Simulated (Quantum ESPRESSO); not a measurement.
# Electric field gradients in SiC

```yaml
crystal:
  lattice:
    - [3.07569, 0.00000, 0.00000]
    - [-1.53785, 2.66363, 0.00000]
    - [0.00000, 0.00000, 10.07065]
  atoms:
    - { symbol: Si, position: [0.66667, 0.33333, 0.93784] }
    - { symbol: Si, position: [0.33333, 0.66667, 0.43784] }
    - { symbol: Si, position: [0.00000, 0.00000, 0.68789] }
    - { symbol: Si, position: [0.00000, 0.00000, 0.18789] }
    - { symbol: C, position: [0.66667, 0.33333, 0.74980] }
    - { symbol: C, position: [0.33333, 0.66667, 0.24980] }
    - { symbol: C, position: [0.00000, 0.00000, 0.50046] }
    - { symbol: C, position: [0.00000, 0.00000, 0.00046] }
```
The cell comes from the Materials Project (a computed structure). It is SiC in P6₃mc, a polytype of 4 double layers. Stability against distortions was not tested.

Principal values are ordered |Vxx| ≤ |Vyy| ≤ |Vzz|, η = (Vxx − Vyy)/Vzz, and C_Q = eQVzz/h is given by its size. Cores are frozen. Against all-electron runs on small test molecules, this scheme's |Vzz| missed by −6 % on Si, +9 % on C.

Q: What do the calculations give at each independent site (field gradients by the PAW reconstruction of the field gradient on a scalar-relativistic PBE ground state (a modified build of Quantum ESPRESSO, JTH datasets), 20 Ha, k-mesh 8×8×3 through Γ)?

A: 
```json
[
 {"site": "Si1 (atoms 1, 2)", "site symmetry": "3m", "Vzz (10²¹ V/m²)": "under 0.2", "η_Q": "–", "∣C_Q∣ (MHz)": "–"},
 {"site": "Si2 (atoms 3, 4)", "site symmetry": "3m", "Vzz (10²¹ V/m²)": "0.36", "η_Q": "0.00", "∣C_Q∣ (MHz)": "–"},
 {"site": "C1 (atoms 5, 6)", "site symmetry": "3m", "Vzz (10²¹ V/m²)": "0.21", "η_Q": "0.00", "∣C_Q∣ (MHz)": "–"},
 {"site": "C2 (atoms 7, 8)", "site symmetry": "3m", "Vzz (10²¹ V/m²)": "under 0.2", "η_Q": "–", "∣C_Q∣ (MHz)": "–"}
]
```
